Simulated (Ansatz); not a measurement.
**Relaxing tellurium (diamond)**

Computed with Ansatz, DFT, r2SCAN, plane waves (500 eV) with PAW, scalar-relativistic. The PAW files were generated under PBE, with cores re-solved for the functional.

k-point mesh 8×8×8, Fermi-Dirac smearing 0.1 eV, no spin polarisation. Cell and atoms relax.

Starting structure:

```yaml
crystal:
  lattice:
    - [0.0, 3.3891640866, 3.3891640866]
    - [3.3891640866, 0.0, 3.3891640866]
    - [3.3891640866, 3.3891640866, 0.0]
  atoms:
    - { symbol: Te, position: [0.125, 0.125, 0.125] }
    - { symbol: Te, position: [0.875, 0.875, 0.875] }
hamiltonian:
  xc: r2scan
  pseudopotentials:
    kind: paw
    azcp:
      Te: "pseudopotentials/Te.paw.azcp"
basis:
  ecutwfc: 500
  fft_grid_basis: typed
kpoints:
  mp_grid: { grid: [8, 8, 8], shift: [0, 0, 0] }
magnetization:
  spin_polarized: false
scf:
  occupations: { method: fermi_dirac, width: 0.1 }
relax:
  max_steps: 60
  f_tol: 0.01
  cell: {}
```

Q: What cell does the relaxation end in?

A: Fd-3m with a = 7.145 Å; 45.59 Å³ per atom against 38.93 at the start (17.1 %).

Q: How much energy does the relaxation gain?

A: 114.8 meV per atom.
